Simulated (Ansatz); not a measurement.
Sensitivity of the gradients in CaTi6H4O14 to the input

Cell: a Materials Project structure (computed, not necessarily an observed phase).

```yaml
crystal:
  lattice:
    - [3.82372, 0.00000, 0.00000]
    - [-1.73987, 8.02269, 0.00000]
    - [-0.04971, -1.86296, 9.21003]
  atoms:
    - { symbol: Ca, position: [0.50046, 0.02921, 0.45595] }
    - { symbol: Ti, position: [0.21527, 0.44249, 0.21259] }
    - { symbol: Ti, position: [0.76406, 0.55427, 0.78381] }
    - { symbol: Ti, position: [0.17430, 0.36266, 0.53000] }
    - { symbol: Ti, position: [0.81364, 0.65427, 0.47026] }
    - { symbol: Ti, position: [0.13177, 0.26239, 0.82214] }
    - { symbol: Ti, position: [0.84325, 0.73259, 0.17054] }
    - { symbol: H, position: [0.28064, 0.98820, 0.89508] }
    - { symbol: H, position: [0.96555, 0.88751, 0.76511] }
    - { symbol: H, position: [0.91252, 0.00623, 0.04521] }
    - { symbol: H, position: [0.00610, 0.10026, 0.21755] }
    - { symbol: O, position: [0.16182, 0.32644, 0.03244] }
    - { symbol: O, position: [0.81883, 0.66965, 0.96387] }
    - { symbol: O, position: [0.13375, 0.25716, 0.32651] }
    - { symbol: O, position: [0.85126, 0.74053, 0.67551] }
    - { symbol: O, position: [0.07610, 0.15768, 0.59405] }
    - { symbol: O, position: [0.91169, 0.85328, 0.39456] }
    - { symbol: O, position: [0.06549, 0.00709, 0.85053] }
    - { symbol: O, position: [0.90599, 0.98497, 0.14507] }
    - { symbol: O, position: [0.32624, 0.69362, 0.18387] }
    - { symbol: O, position: [0.65208, 0.29971, 0.80995] }
    - { symbol: O, position: [0.28628, 0.59761, 0.45385] }
    - { symbol: O, position: [0.69832, 0.41088, 0.54231] }
    - { symbol: O, position: [0.23782, 0.49341, 0.74924] }
    - { symbol: O, position: [0.74323, 0.50681, 0.25119] }
```

Atom numbers follow the list; atoms alike are taken as one site, whose name carries the number of the first.

Reference run. The numbers come from a DFT calculation in Ansatz (PBE, plane waves and PAW, scalar-relativistic, 420 eV cutoff, Γ-centred 9×4×4 k-points, Fermi–Dirac smearing 0.05 eV).

**Question.** The input is changed as follows: `scf.occupations.width`: 0.05 → not typed; `scf.occupations.method`: fermi_dirac → tetrahedron; `total_charge`: not typed → 1. What happens to V_zz (10²¹ V/m²) and η?

**Answer.** 

```
site  atom  V_zz reference  η reference  V_zz changed  η changed
  Ca     1            6.55         0.84          6.18       0.85
 Ti5     5            1.63         0.93          2.16       0.26
 Ti6     6            5.54         0.39          6.08       0.58
 Ti7     7            5.13         0.09          5.71       0.28
  H8     8            4.12         0.06          4.10       0.06
 H10    10            3.46         0.08          3.46       0.08
 O12    12           -0.89         0.31         -1.02       0.59
 O16    16           -1.68         0.99          1.87       0.60
 O17    17            1.37         0.44          1.51       0.30
 O18    18           11.52         0.87         10.87       0.95
 O20    20           -3.13         0.07         -3.21       0.16
 O23    23           -1.15         0.86          1.23       0.64
```

The largest change of V_zz along a kept axis is on O18, from 11.52 to 10.87. The whole tensor moves most on Ti7, by 1.24 along its most changed direction. In per cent, |V_zz| changes by -6 on Ca, +10 to +11 on Ti, 0 on H, -6 to +3 on O (all sites that start above 2). Where |V_zz| stays above 0.1 and the axes keep their order, η moves most on Ti5, from 0.93 to 0.26. On Ti7 V_xx and V_yy change places (or their axes turn by over 50°), so the two values of η hide a larger change. On O16, O23 the largest principal value lies along another axis in the second run, so the two V_zz can't be compared directly. The table leaves out 13 of the 25 sites, with |V_zz| up to 11.94; their tensors move by 0.50 at most along any direction. The statements above cover all sites. The changed cell holds a charge of +1 on a uniform background, so it isn't the neutral crystal. It has an odd number of electrons and no spin polarisation, so the extra carrier is shared by both spins and spread out, where a real one carries spin and can localise. At these positions the changed run has forces up to 0.8 eV/Å, so its atoms aren't at their own equilibrium. SCF iterations: 14 and 25. New warnings: band table not solved further, tetrahedron derivatives may miss energy slope.

On the reference run: The largest force is 0.4 eV/Å, so the atoms aren't at the calculated equilibrium and relaxing them would move these values. With no gap above 0.1 eV, as in a metal, the gradients converge slowly in k; expect changes of a tenth or more on a denser mesh. Semilocal functionals can leave a metal where correlation in the d or f shell opens a gap in the real compound, and that would change the values at and beside Ti. The lattice is static: at room temperature water may turn and average the couplings of its hydrogen.
